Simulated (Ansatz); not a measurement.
An Ansatz input and the part of its output that reports the observables at the nuclei.

The cell is a computed structure from the Materials Project (it need not be an observed phase), taken as it stands.

```yaml
crystal:
  lattice:
    - [6.468499, 0.0, 0.0]
    - [-0.190063, 6.774642, 0.0]
    - [-1.445074, -0.840448, 7.102598]
  atoms:
    - { symbol: K, position: [0.761576, 0.091397, 0.028888] }
    - { symbol: K, position: [0.238424, 0.908603, 0.971112] }
    - { symbol: K, position: [0.654087, 0.199186, 0.482712] }
    - { symbol: K, position: [0.345913, 0.800814, 0.517288] }
    - { symbol: K, position: [0.716829, 0.523223, 0.870036] }
    - { symbol: K, position: [0.283171, 0.476777, 0.129964] }
    - { symbol: Ge, position: [0.785822, 0.702254, 0.3032] }
    - { symbol: Ge, position: [0.214178, 0.297746, 0.6968] }
    - { symbol: H, position: [0.885759, 0.890458, 0.625041] }
    - { symbol: H, position: [0.114241, 0.109542, 0.374959] }
    - { symbol: H, position: [0.967905, 0.664473, 0.630736] }
    - { symbol: H, position: [0.032095, 0.335527, 0.369264] }
    - { symbol: "N", position: [0.840247, 0.743187, 0.576994] }
    - { symbol: "N", position: [0.159753, 0.256813, 0.423006] }
    - { symbol: O, position: [0.566383, 0.850212, 0.237291] }
    - { symbol: O, position: [0.433617, 0.149788, 0.762709] }
    - { symbol: O, position: [0.995895, 0.219557, 0.792269] }
    - { symbol: O, position: [0.004105, 0.780443, 0.207731] }
    - { symbol: O, position: [0.722634, 0.445305, 0.238941] }
    - { symbol: O, position: [0.277366, 0.554695, 0.761059] }
kpoints:
  mp_grid: { grid: [4, 4, 3] }
scf:
  occupations: { method: fermi_dirac, width: 0.02 }
hamiltonian:
  xc: pbe
  pseudopotentials: { kind: paw }
output:
  forces: true
  stress: true
  populations: true
  efg:
    quadrupole_moments_barn: { K: 0.0603, Ge: -0.196, H: 0.00285783, "N": 0.02044, O: -0.02558 }
    contact_densities: true
```

```sh
ansatz run input.yaml --threads 1 --pin off --max-ram 2560MiB --backend cpu --events-out ev --progress --plain --runs-dir out
```

Of the output, the block on the nuclei alone is shown; the set-up, the SCF iterations, energies, forces and stress are cut. One atom of each set with nearly equal values is shown.

```
--- PAW observables at the nuclei: V_zz in 10²¹ V/m², potentials from the cell's mean, atoms counted from 1 ---
  atom   1  K  V_zz =    -2.465623   η = 0.6418   by run symmetry: allowed   C_q = -3.5950 MHz
            electrostatic potential = -2064.441784 V   contact ρ = 34767.350778 e/Å³
  atom   3  K  V_zz =    -2.438490   η = 0.7750   by run symmetry: allowed   C_q = -3.5554 MHz
            electrostatic potential = -2064.399071 V   contact ρ = 34767.482992 e/Å³
  atom   5  K  V_zz =    +1.818810   η = 0.3108   by run symmetry: allowed   C_q = +2.6519 MHz
            electrostatic potential = -2064.204222 V   contact ρ = 34767.481994 e/Å³
  atom   7  Ge V_zz =    +5.785094   η = 0.2026   by run symmetry: allowed   C_q = -27.4171 MHz
            electrostatic potential = -4318.168068 V   contact ρ = 210219.328178 e/Å³
  atom   9  H  V_zz =    +3.220911   η = 0.1264   by run symmetry: allowed   C_q = +0.2226 MHz
            electrostatic potential = -38.205234 V   contact ρ = 3.118134 e/Å³
  atom  11  H  V_zz =    +3.186315   η = 0.0943   by run symmetry: allowed   C_q = +0.2202 MHz
            electrostatic potential = -38.281031 V   contact ρ = 3.112593 e/Å³
  atom  13  N  V_zz =    -6.061094   η = 0.4181   by run symmetry: allowed   C_q = -2.9956 MHz
            electrostatic potential = -511.107511 V   contact ρ = 1413.115879 e/Å³
  atom  15  O  V_zz =    +8.843559   η = 0.1029   by run symmetry: allowed   C_q = -5.4699 MHz
            electrostatic potential = -620.759861 V   contact ρ = 2157.754455 e/Å³
  atom  17  O  V_zz =    +8.662781   η = 0.1240   by run symmetry: allowed   C_q = -5.3581 MHz
            electrostatic potential = -620.686228 V   contact ρ = 2158.104050 e/Å³
  atom  19  O  V_zz =    +8.974864   η = 0.1355   by run symmetry: allowed   C_q = -5.5511 MHz
            electrostatic potential = -620.714912 V   contact ρ = 2157.808965 e/Å³
```

The largest force is 0.3 eV/Å, so the atoms aren't at the calculated equilibrium and relaxing them would move these values.
